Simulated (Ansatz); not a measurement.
K₂PdC₂ in space group P-3m1 (No. 164; K on 2d, Pd on 1a, C on 2c) at seven volumes, DFT-r²SCAN in the program Ansatz with PAW potentials, shape and atoms relaxed at each. One row is withheld.

```tsv
V (Å³/atom)	P (GPa)
21.679	3.30
22.394	2.00
23.109	0.92
23.824	0.00
24.538	-0.77
25.253	?
25.968	-1.97
```

Task: Fit the shown pressures and predict the withheld one.

Result: P = (3/2)B₀(x^(7/2) − x^(5/2))[1 + (3/4)(B′ − 4)(x − 1)] with x = (V₀/V)^(2/3). Least squares on the six rows gives V₀ = 23.824 Å³/atom, B₀ = 28.0 GPa, B′ = 4.70. At V = 25.253, x = 0.9619 and P = -1.42 GPa. The run itself gave -1.42 GPa.

The first step of the workflow began from a Materials Project structure, measured or hypothetical; the Crystallography Open Database copy checked does not list it. Whether it is the stable phase at ambient conditions was not checked. Symmetry was held in the r²SCAN relaxation; whether a distortion lowers the energy is not shown. No spin polarisation was allowed.

Potentials: the later of the program's two PAW sets.
